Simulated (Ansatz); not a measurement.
Sr3RhN3 — ¹⁴N nuclear quadrupole resonance

Cell: a Materials Project structure (computed, not necessarily an observed phase), taken as it stands.

Space group P6_3/m (No. 176); a = 7.6895, c = 5.3063 Å, γ = 120.00°.

```
site  Wyckoff  site symmetry       x       y       z
  Sr       6h            m..  0.9059  0.6367  0.2500
  Rh       2c           -6..  0.6667  0.3333  0.7500
   N       6h            m..  0.8935  0.5943  0.7500
```

One atom of each set is listed.

Computed with Ansatz: DFT, r2SCAN, plane waves and PAW, scalar-relativistic, 500 eV cutoff, Γ-centred 5×5×6 k-points, Fermi–Dirac smearing 0.05 eV.

¹⁴N: I = 1, Q = 20.44 mb (year-2017 value). Static lattice, zero field.

Question: At which frequencies do the ¹⁴N NQR lines lie?

Answer: For I = 1 the lines are ν± = (3/4)|C_Q|(1 ± η/3) and ν₀ = |C_Q|η/2.

```tsv
site	atoms	V_zz (10²¹ V/m²)	C_Q (MHz)	η	line frequencies (MHz)
N	6	-3.99	-1.97	0.46	0.455, 1.25, 1.71
```

The run finds no gap above 0.1 eV (a metal, or nearly one), so the gradients can move by 10 % or more with the k-mesh. Without spin–orbit coupling (the program notes it for Rh) the gradients can shift somewhat, as the gap is small. Semilocal functionals make gaps too small and can close them, so the real compound need not be a metal.
